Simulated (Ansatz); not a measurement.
Given:

Si:
```
Si
1.0
   -3.30218     3.30218     1.90785
    3.30218    -3.30218     1.90785
    3.30218     3.30218    -1.90785
Si
4
Direct
  0.17880   0.17880   0.35760
  0.82120   0.82120   0.64240
  0.17880   0.82120   0.00000
  0.82120   0.17880   0.00000
```

This is the LDA-relaxed structure. Cartesian axes are those of the cell as given.

All from the program Ansatz at the LDA level (PAW), unless another level is named. Give the bulk modulus (Birch–Murnaghan fit).

876 kbar.

And the vibrational entropy at 300 K?

20.5 J/(K·mol of atoms).

Next, the elastic constants (relaxed ions, GPa)?

C11 = 144, C12 = 62.5, C13 = 47.9, C33 = 193, C44 = 50.4, C66 = 28.8.

Space group I4/mmm. The workflow started from a Materials Project entry (that database holds measured and hypothetical structures alike); the Crystallography Open Database copy checked does not list it. It is not the phase usual at ambient conditions (space group No. 227). The LDA relaxation kept the symmetry of its start; phonons on a q-mesh show no instability.

Potentials: the later of the program's two PAW sets.
